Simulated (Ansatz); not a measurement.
HgS:
```
CELL_PARAMETERS angstrom
      4.03699     0.00000     0.00000
     -2.01850     3.49614     0.00000
      0.00000     0.00000     9.28108
ATOMIC_POSITIONS crystal
  Hg 0.68858 0.00000 0.66667
  Hg 0.00000 0.68858 0.33333
  Hg 0.31142 0.31142 0.00000
  S  0.51732 0.00000 0.16667
  S  0.00000 0.51732 0.83333
  S  0.48268 0.48268 0.50000
```

LDA in the plane-wave PAW code Ansatz gives a gap of 0.97 eV without spin–orbit coupling, maximum off the standard path, at k = (-0.073, 0.000, 0.401), minimum at Γ.

Q: What happens when spin–orbit coupling is switched on?

A: The gap falls by 0.03 eV, to 0.94 eV; maximum off the standard path, at k = (-0.062, 0.000, 0.458), minimum on the Γ–M line, 3 % of the way from Γ.

Space group P3_221. The cell was relaxed with LDA under the symmetry of its start. A crystal of weakly bound chains computed without a dispersion correction: the cell and the soft elastic constants depend strongly on that.

Potentials: the later of the program's two PAW sets.
